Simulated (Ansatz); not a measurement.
## Cu: electron density at the nuclei under pressure

```yaml
crystal:
  lattice:
    - [0.00000, 1.80750, 1.80750]
    - [1.80750, 0.00000, 1.80750]
    - [1.80750, 1.80750, 0.00000]
  atoms:
    - { symbol: Cu, position: [0.00000, 0.00000, 0.00000] }
```

The conventional cell has a = 3.615 Å, b = 3.615 Å, c = 3.615 Å, α = 90.00°, β = 90.00°, γ = 90.00°. Around Cu (atom 1) lie 12 Cu at 2.56 Å.

The geometry is COD entry 5000216, unchecked; take it as a test cell.

Level of theory: DFT, PBEsol, all-electron PAW with datasets made for the crystal, scalar-relativistic (Ansatz 0.2.0).

Sampling and basis: a Γ-centred 19×19×19 k mesh, Fermi–Dirac smearing of 0.08 eV, cutoff 300 eV (chosen by the program for this cell), no spin polarisation.

The contact density is the mean electron density over the nuclear volume; its changes follow the s electrons' response to bonding and compression. Changes below are taken from the unscaled cell, where it is 147327 e/Å³ at Cu.

Volumes at which the program chose other datasets or cutoffs are left out.

| V/V(cell) | P (GPa) | Δρ(0) Cu (e/Å³) |
| --- | --- | --- |
| 0.9600 | -0.4 | 1.41 |
| 0.9800 | -3.7 | ? |
| 0.9900 | -5.2 | 0.34 |
| 1.0000 | -6.5 | 0.00 |
| 1.0100 | -7.8 | ? |
| 1.0200 | -9.1 | ? |

Give the missing entry: row "1.0200", column "Δρ(0) Cu (e/Å³)".

-0.66.

Fill in "Δρ(0) Cu (e/Å³)" for the row "1.0100".

-0.34.

Give the missing entry: row "0.9800", column "Δρ(0) Cu (e/Å³)".

0.69.

The datasets are made afresh for each cell, so very small changes are uncertain.
